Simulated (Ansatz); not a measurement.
Below is a relaxed structure of CsTlH4. The cell was found from a structure generator's guess, not taken from experiment.

The calculation used Ansatz, DFT PBE, scalar-relativistic, plane waves, PAW. Cutoff 420 eV, Γ-centred mesh, Gaussian smearing, no spin polarisation.

```
Cs Tl H
1.0
     4.43729    0.00000    0.00000
     0.00000    4.43729    0.00000
     0.00000    0.00000    5.39853
Cs Tl H
1 1 4
Direct
  0.50000 0.50000 0.50000
  0.00000 0.00000 0.00000
  0.00000 0.00000 0.58094
  0.50000 0.00000 0.00000
  0.00000 0.50000 0.00000
  0.00000 0.00000 0.41906
```

Energies over the elements count from the elements' standard structures at the same level (H₂ as a molecule), with no fitted energy shifts.

Problem. What space group does it have?

Solution. P4/mmm (No. 123). Conventional cell: a = 4.437 Å, c = 5.399 Å. Cs is surrounded by 8 H at 3.17 Å, 8 H at 3.49 Å and 8 Tl at 4.14 Å; Tl has 6 H at 2.22–2.26 Å, 2 H at 3.14 Å and 8 Cs at 4.14 Å; around H on a site of symmetry 4mm lie 1 H at 0.87 Å, 1 Tl at 2.26 Å, 1 Tl at 3.14 Å, 4 Cs at 3.17 Å and 4 H at 3.17 Å; H on a site of symmetry mmm is surrounded by 2 Tl at 2.22 Å, 8 H at 3.14–3.17 Å and 4 Cs at 3.49 Å.

Problem. How far does it lie from the elements in energy?

Solution. +0.16 eV/atom. A positive value: parting into the elements would lower its energy.

Problem. Is it a metal?

Solution. Yes, bands cross the Fermi level on the 10×10×8 mesh.

Problem. From what recipe could a structure generator have reached it?

Solution. One such recipe: perovskite family, Dion-Jacobson layers, n = 1 (P4/mmm, No. 123). Other recipes can lead to the same cell.

The last run used a 10×10×8 mesh (in the run's order of axes) for its 6-atom cell and Gaussian smearing of 0.10 eV. Spin–orbit coupling, which can matter for Tl, is left out. With hydrogen, zero-point motion can shift formation energies by some tens of meV/atom. Symmetry constrained the relaxation, so the result can be a saddle point.
